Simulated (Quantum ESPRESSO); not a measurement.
Al2Ga2As3N, input and log of a self-consistent run

Simulated, not a measurement. The program is pw.x of Quantum ESPRESSO 7.5 (plane-wave density functional theory). The cell is made up: 8 atoms on a zincblende/diamond lattice, with randomly drawn elements, strain and displacements, not relaxed. PseudoDojo standard norm-conserving files (v0.5 for PBE, v0.4.1 for LDA and PBEsol) set the functional; there is no spin polarisation, spin-orbit coupling or dispersion term, and the masses in the input are unused placeholders.

Input:

```
&control calculation='scf', pseudo_dir='./dojo.nc.sr.pbe.v0_5.standard.upf', outdir='./o', disk_io='medium', tprnfor=.true., tstress=.true. /
&system ibrav=0, nat=8, ntyp=4, nbnd=47, ecutwfc=84.00895049, nosym=.true., tot_charge=0,
 occupations='smearing', smearing='fd', degauss=0.0018374661
/
&electrons conv_thr=7.350e-09, electron_maxstep=60, /
ATOMIC_SPECIES
Al 1.0 Al.upf
As 1.0 As.upf
Ga 1.0 Ga.upf
N 1.0 N.upf
CELL_PARAMETERS angstrom
5.7476 0.0 0.0
0.0 5.7476 0.0
0.0 0.0 5.7476
ATOMIC_POSITIONS angstrom
Al -0.0375 0.0218 0.0113
Al -0.0367 2.8482 2.8671
Ga 2.8822 0.02 2.8485
Ga 2.8881 2.8657 0.0404
As 1.4104 1.4051 1.4505
N 1.444 4.3574 4.3236
As 4.3401 1.4077 4.3448
As 4.245 4.2864 1.3941
K_POINTS automatic
4 4 4 1 1 1
```

The log is shortened where brackets say so; the opening notice, blank lines, dates and the lines on written files are dropped, and the path of the files is cut. It prints rydbergs, bohrs and kilobars, and counts compression as positive stress. With no partly filled state, the Fermi energy that it prints is only some level between the filled and the empty states on the mesh, and need not lie in the true gap.

```
     Program PWSCF v.7.5
     Parallel version (MPI & OpenMP), running on       1 processor cores
     Number of MPI processes:                 1
     Threads/MPI process:                     1
     [start-up lines left out]
     bravais-lattice index     =            0
     lattice parameter (alat)  =      10.8614  a.u.
     unit-cell volume          =    1281.3159 (a.u.)^3
     number of atoms/cell      =            8
     number of atomic types    =            4
     number of electrons       =        82.00
     number of Kohn-Sham states=           47
     kinetic-energy cutoff     =      84.0090  Ry
     charge density cutoff     =     336.0358  Ry
     scf convergence threshold =      7.3E-09
     mixing beta               =       0.7000
     number of iterations used =            8  plain     mixing
     Exchange-correlation= PBE
                           (   1   4   3   4   0   0   0)
     [axes and pseudopotential details left out]
   Cartesian axes
     site n.     atom                  positions (alat units)
         1        Al     tau(   1) = (  -0.0065245   0.0037929   0.0019660  )
         2        Al     tau(   2) = (  -0.0063853   0.4955460   0.4988343  )
         3        Ga     tau(   3) = (   0.5014615   0.0034797   0.4955982  )
         4        Ga     tau(   4) = (   0.5024880   0.4985907   0.0070290  )
         5        As     tau(   5) = (   0.2453894   0.2444673   0.2523662  )
         6        N      tau(   6) = (   0.2512353   0.7581251   0.7522444  )
         7        As     tau(   7) = (   0.7551152   0.2449196   0.7559329  )
         8        As     tau(   8) = (   0.7385691   0.7457721   0.2425534  )
     number of k points=    32  Fermi-Dirac smearing, width (Ry)=  0.0018
                       cart. coord. in units 2pi/alat
        k(    1) = (   0.1250000   0.1250000   0.1250000), wk =   0.0625000
        k(    2) = (   0.1250000   0.1250000   0.3750000), wk =   0.0625000
     [further k points left out]
     Dense  grid:   133387 G-vectors     FFT dimensions: (  64,  64,  64)
     Estimated max dynamical RAM per process >     185.87 MB
     Initial potential from superposition of free atoms
     starting charge      81.9890, renormalised to      82.0000
     Starting wfcs are   57 randomized atomic wfcs
     total cpu time spent up to now is       18.7 secs
     per-process dynamical memory:    99.3 Mb
     Self-consistent Calculation
     iteration #  1     ecut=    84.01 Ry     beta= 0.70
     Davidson diagonalization with overlap
     ethr =  1.00E-02,  avg # of iterations =  3.3
     total cpu time spent up to now is       61.4 secs
     total energy              =    -971.62604603 Ry
     estimated scf accuracy    <       1.14154317 Ry
     iteration #  2     ecut=    84.01 Ry     beta= 0.70
     Davidson diagonalization with overlap
     ethr =  1.39E-03,  avg # of iterations =  7.9
     total cpu time spent up to now is      117.3 secs
     total energy              =    -971.28384024 Ry
     estimated scf accuracy    <       8.18921264 Ry
     iteration #  3     ecut=    84.01 Ry     beta= 0.70
     Davidson diagonalization with overlap
     ethr =  1.39E-03,  avg # of iterations =  6.2
     total cpu time spent up to now is      174.2 secs
     total energy              =    -972.29133325 Ry
     estimated scf accuracy    <       0.09619956 Ry
     iteration #  4     ecut=    84.01 Ry     beta= 0.70
     Davidson diagonalization with overlap
     ethr =  1.17E-04,  avg # of iterations =  2.4
     total cpu time spent up to now is      211.7 secs
     total energy              =    -972.30121949 Ry
     estimated scf accuracy    <       0.00900470 Ry
     iteration #  5     ecut=    84.01 Ry     beta= 0.70
     Davidson diagonalization with overlap
     ethr =  1.10E-05,  avg # of iterations =  6.9
     total cpu time spent up to now is      262.5 secs
     total energy              =    -972.30284651 Ry
     estimated scf accuracy    <       0.00110681 Ry
     iteration #  6     ecut=    84.01 Ry     beta= 0.70
     Davidson diagonalization with overlap
     ethr =  1.35E-06,  avg # of iterations =  4.6
     total cpu time spent up to now is      307.0 secs
     total energy              =    -972.30296345 Ry
     estimated scf accuracy    <       0.00019685 Ry
     iteration #  7     ecut=    84.01 Ry     beta= 0.70
     Davidson diagonalization with overlap
     ethr =  2.40E-07,  avg # of iterations =  2.9
     total cpu time spent up to now is      341.4 secs
     total energy              =    -972.30298881 Ry
     estimated scf accuracy    <       0.00001727 Ry
     iteration #  8     ecut=    84.01 Ry     beta= 0.70
     Davidson diagonalization with overlap
     ethr =  2.11E-08,  avg # of iterations =  3.8
     total cpu time spent up to now is      381.9 secs
     total energy              =    -972.30299442 Ry
     estimated scf accuracy    <       0.00000188 Ry
     iteration #  9     ecut=    84.01 Ry     beta= 0.70
     Davidson diagonalization with overlap
     ethr =  2.29E-09,  avg # of iterations =  3.0
     total cpu time spent up to now is      420.9 secs
     total energy              =    -972.30299474 Ry
     estimated scf accuracy    <       0.00000024 Ry
     iteration # 10     ecut=    84.01 Ry     beta= 0.70
     Davidson diagonalization with overlap
     ethr =  2.90E-10,  avg # of iterations =  2.5
     total cpu time spent up to now is      457.7 secs
     total energy              =    -972.30299477 Ry
     estimated scf accuracy    <       0.00000003 Ry
     iteration # 11     ecut=    84.01 Ry     beta= 0.70
     Davidson diagonalization with overlap
     ethr =  3.45E-11,  avg # of iterations =  3.5
     total cpu time spent up to now is      499.8 secs
     End of self-consistent calculation
          k = 0.1250 0.1250 0.1250 ( 16645 PWs)   bands (ev):
   -29.1891 -29.1822 -29.1626 -29.1509 -29.1504 -29.1491 -29.1486 -29.1462
   -29.1439 -29.1331 -29.1303 -29.1267 -29.1235 -29.1216 -29.1143  -8.8507
    -8.8167  -8.7743  -8.7587  -8.7417  -8.7219  -8.7201  -8.6964  -8.6941
    -8.6912  -6.1437  -5.2722  -4.4309  -4.3827  -0.0634   0.2853   0.7059
     3.1150   3.1842   3.3938   3.6417   4.0723   4.1175   4.5100   5.6025
     5.6113   6.7682   7.5223   7.8802   8.1338   8.6558   8.7686
     [levels at the other k points left out]
     the Fermi energy is     6.1217 ev
!    total energy              =    -972.30299478 Ry
     estimated scf accuracy    <          3.1E-09 Ry
     smearing contrib. (-TS)   =      -0.00000000 Ry
     internal energy E=F+TS    =    -972.30299478 Ry
     The total energy is F=E-TS. E is the sum of the following terms:
     one-electron contribution =    -627.50587736 Ry
     hartree contribution      =     356.66744817 Ry
     xc contribution           =    -236.13731961 Ry
     ewald contribution        =    -465.32724598 Ry
     convergence has been achieved in  11 iterations
     Forces acting on atoms (cartesian axes, Ry/au):
     atom    1 type  1   force =     0.06098071   -0.06674143   -0.04217941
     atom    2 type  1   force =     0.04687770    0.05341793    0.04284887
     atom    3 type  3   force =    -0.04116959   -0.04634468    0.05295188
     atom    4 type  3   force =    -0.05755318    0.02340439   -0.05768956
     atom    5 type  2   force =    -0.00387908    0.01252863   -0.00269789
     atom    6 type  4   force =    -0.01844619   -0.00328249   -0.00090575
     atom    7 type  2   force =    -0.01619278    0.01427369   -0.01418084
     atom    8 type  2   force =     0.02938241    0.01274396    0.02185270
     Total force =     0.182690     Total SCF correction =     0.000341
     Computing stress (Cartesian axis) and pressure
          total   stress  (Ry/bohr**3)                   (kbar)     P=      -60.90
  -0.00041827   0.00000673   0.00006334          -61.53        0.99        9.32
   0.00000673  -0.00040933  -0.00000427            0.99      -60.21       -0.63
   0.00006334  -0.00000427  -0.00041444            9.32       -0.63      -60.97
     init_run     :     16.19s CPU     18.60s WALL (       1 calls)
     electrons    :    447.10s CPU    481.10s WALL (       1 calls)
     forces       :      4.61s CPU      4.66s WALL (       1 calls)
     stress       :     16.88s CPU     16.99s WALL (       1 calls)
     [timing details left out]
     PWSCF        :   8m 4.98s CPU   8m41.71s WALL
     JOB DONE.
```

In other units: free energy -13228.856 eV for the cell, pressure -6.09 GPa, largest force component 1.716 eV/Å. A rerun of this cell at 1437 eV and a 6 x 6 x 6 mesh moved values by no more than 0.010 eV in energy, 0.02 GPa in stress and 0.002 eV/Å in force.